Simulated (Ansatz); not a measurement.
# LuAlN$_{2}$, first-principles data

LuAlN$_{2}$:
```xyz
16
Lattice="5.9086 0.0000 0.0000 0.0000 6.9408 0.0000 0.0000 0.0000 5.2248" Properties=species:S:1:pos:R:3 pbc="T T T"
Lu     3.5412     6.0888     5.1212
Lu     2.3674     0.8521     2.5088
Lu     5.3217     2.6183     2.5088
Lu     0.5869     4.3225     5.1212
Al     0.4302     0.8769     5.2041
Al     5.4785     6.0639     2.5917
Al     2.5241     4.3473     2.5917
Al     3.3845     2.5935     5.2041
N      3.5790     5.9220     2.1515
N      2.3297     1.0188     4.7639
N      5.2840     2.4516     4.7639
N      0.6246     4.4892     2.1515
N      3.2469     2.7520     1.8707
N      2.6617     4.1888     4.4831
N      5.6160     6.2224     4.4831
N      0.2926     0.7184     1.8707
```

Space group Pna2_1 (No. 33); conventional cell a = 5.9086 Å, b = 6.9408 Å, c = 5.2248 Å, α = β = γ = 90.00°.

Method: DFT-PBE in the program Ansatz with PAW potentials. Geometry: relaxed at this level of theory. Other levels are named where they apply.

**Cell and energy**

| Item | Value |
|---|---|
| Volume per atom | 13.39 Å³ |
| Density | 7.13 g/cm³ |
| Formation energy from the elements (no fitted shifts) | -1.39 eV/atom |

**Electronic structure**

| Property | Value |
|---|---|
| Band gap | 2.91 eV (direct) |
| Valence-band maximum | at Γ |
| Conduction-band minimum | at Γ |
| Electron effective mass | 0.27, 0.29, 0.31 mₑ (principal values) |
| Hole effective mass | 1.0, 2.1, 2.2 mₑ (principal values) |

The start of the workflow was typed in or built on a structure type; neither database checked (COD, Materials Project) lists it. Its standing as an ambient phase is unchecked. Symmetry was held in the PBE relaxation; its stability against distortions is not shown here. The references are the lowest solids computed at this level, not always the standard phases (solids in place of the gases). Scalar-relativistic: spin–orbit coupling is off unless named, which matters more the heavier the elements.

Potentials: the earlier of the program's two PAW sets.
